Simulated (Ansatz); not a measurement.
**zincblende-structured OsTe**

Method: r²SCAN, scalar-relativistic; collinear spin; PAW, 500 eV, Γ-centred 10×10×10 mesh, 0.05 eV Gaussian smearing; code Ansatz. The datasets are Ansatz's generated set soft_2.

```yaml
crystal:
  lattice:
    - [0.00000, 2.93002, 2.93002]
    - [2.93002, 0.00000, 2.93002]
    - [2.93002, 2.93002, 0.00000]
  atoms:
    - { symbol: Os, position: [0.00000, 0.00000, 0.00000] }
    - { symbol: Te, position: [0.25000, 0.25000, 0.25000] }
```

The structure was built from a prototype; whether the compound forms in it isn't claimed.

Magnetic state: non-magnetic, site spin moments none.

The cell has space group F-43m (read at 0.01 Å). In it the stress is 0.00, 0.00, 0.00, 0.00, 0.00, 0.00 GPa and the largest force component 0.000 eV/Å. Each change below starts from this cell, without further relaxation. Stress is in GPa, positive in compression, in the order xx, yy, zz, yz, xz, xy; energies are counted from the cell above and are free energies with the smearing's entropy, which match forces and stress in a metal.

Question: What happens when atom 1 (Os) is moved by 0.05 Å along z?

Answer: The energy changes by 18.9 meV per cell, and the force on it along the shift is -0.746 eV/Å (−F/u = 14.92 eV/Å²). Stress: 0.19, 0.19, 0.12, 0.00, 0.00, 2.70.
| atom | Fx (eV/Å) | Fy | Fz |
| --- | --- | --- | --- |
| Os1 | 0.000 | 0.000 | -0.746 |
| Te2 | 0.000 | 0.000 | 0.746 |
In a harmonic crystal the energy would rise by −½F·u = ½ × 14.92 × 0.05² eV = 18.7 meV, which matches.

No spin–orbit coupling, a notable omission for heavy elements.
